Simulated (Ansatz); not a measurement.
Q: Cu (simple cubic, space group No. 221) is relaxed with plane-wave PAW PBE (Ansatz code). What lattice parameters of the conventional cell result?

A: a = 2.407 Å.

Space group Pm-3m (simple cubic). The start of the workflow was typed in or built on a structure type; neither database checked (COD, Materials Project) lists it. It is not the phase usual at ambient conditions (space group No. 225). The PBE relaxation kept the symmetry of its start; its stability against distortions is not shown here. The run is not spin-polarised.

Potentials: the later of the program's two PAW sets.
